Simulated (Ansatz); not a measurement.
InAs:
```yaml
crystal:
  lattice:
    - [0.00000, 3.05391, 3.05391]
    - [3.05391, 0.00000, 3.05391]
    - [3.05391, 3.05391, 0.00000]
  atoms:
    - { symbol: In, position: [0.25000, 0.25000, 0.25000] }
    - { symbol: As, position: [0.00000, 0.00000, 0.00000] }
```

Relaxed with r²SCAN.

### Question
Decompose the optical modes at the zone centre into irreducible representations, and say which are infrared and Raman allowed.

### Answer
Point group -43m: Γ_opt = T2. Infrared: T2. Raman: T2.

### Question
Assign frequencies (DFPT, DFT-r²SCAN in the program Ansatz with PAW potentials; without the LO–TO term).

### Answer
T2 210 cm⁻¹.

Space group F-43m (zinc blende). The cell was relaxed with r²SCAN under the symmetry of its start; phonons on a q-mesh show no instability.

Potentials: the earlier of the program's two PAW sets.
